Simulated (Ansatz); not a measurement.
GaSb:
```xyz
4
Lattice="4.3214 0.0000 0.0000 -2.1607 3.7425 0.0000 0.0000 0.0000 7.1250" Properties=species:S:1:pos:R:3 pbc="T T T"
Ga     2.1607     1.2475     3.5660
Ga     0.0000     2.4950     0.0035
Sb     2.1607     1.2475     6.2302
Sb     0.0000     2.4950     2.6676
```

Relaxed with r²SCAN. Special points in fractions of this cell's reciprocal vectors: Γ (0.000, 0.000, 0.000); M (0.500, 0.000, 0.000); K (0.333, 0.333, 0.000); A (0.000, 0.000, 0.500); L (0.500, 0.000, 0.500); H (0.333, 0.333, 0.500).

Task: List the band energies nearest the valence-band maximum at these points for the program Ansatz at the r²SCAN level (PAW).

Result: In eV from the valence-band maximum; about four levels below and three above (degenerate sets whole), none deeper than 8.9 eV; points with the same levels are listed once.

| k | below | above |
|---|---|---|
| Γ | -1.33 -1.33 -0.21 0.00 0.00 | 0.41 0.42 2.73 2.73 |
| M | -4.02 -2.75 -2.41 -1.30 | 1.02 1.94 3.60 |
| K | -4.37 -3.04 -3.04 -2.81 | 1.94 4.26 4.26 |
| A | -0.78 -0.78 -0.78 -0.78 | 1.08 1.08 3.62 3.62 3.62 3.62 |
| L | -2.26 -2.26 -2.15 -2.15 | 0.95 0.95 2.54 2.54 |
| H | -3.75 -3.75 -1.83 -1.83 | 1.65 1.65 4.27 4.27 |

Space group P6_3mc (wurtzite). The workflow started from a Materials Project entry (that database holds measured and hypothetical structures alike); the Crystallography Open Database copy checked does not list it. It is not the phase usual at ambient conditions (space group No. 216). Symmetry was held in the r²SCAN relaxation; whether a distortion lowers the energy is not shown. Scalar-relativistic: spin–orbit coupling is off unless named, which matters more the heavier the elements.

Potentials: the later of the program's two PAW sets.
